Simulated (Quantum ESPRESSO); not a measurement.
```
NaAuO2
1.0
    1.88982    -5.66597     0.00000
    1.88982     5.66597     0.00000
    0.00000     0.00000     5.98051
O Na Au
4 2 2
Cartesian
  1.88982  -4.28121   2.94995
  1.88982   4.28121   3.03056
  1.88982   4.28121   5.94020
  1.88982  -4.28121   0.04031
  1.88982   2.40940   1.49513
  1.88982  -2.40940   4.48538
  1.88982  -5.62857   4.48538
  1.88982   5.62857   1.49513
```

The geometry is that of Materials Project entry mp-20343, symmetrised and not relaxed again.

What does LDA (Quantum ESPRESSO, PseudoDojo norm-conserving, 88 Ry, scalar-relativistic) give for the electronic structure near the Fermi level?

The LDA gap is indirect, 0.89 eV, from Γ to T; the smallest direct gap is 1.35 eV. Without spin-orbit coupling, band edges of such heavy elements can be off by tenths of an eV.

The structure is a Materials Project entry; no match was found in the copy of COD used, and its stability was not checked.

Letters of k points follow the standard setting of the lattice, whose axes may be ordered differently from the printed cell.
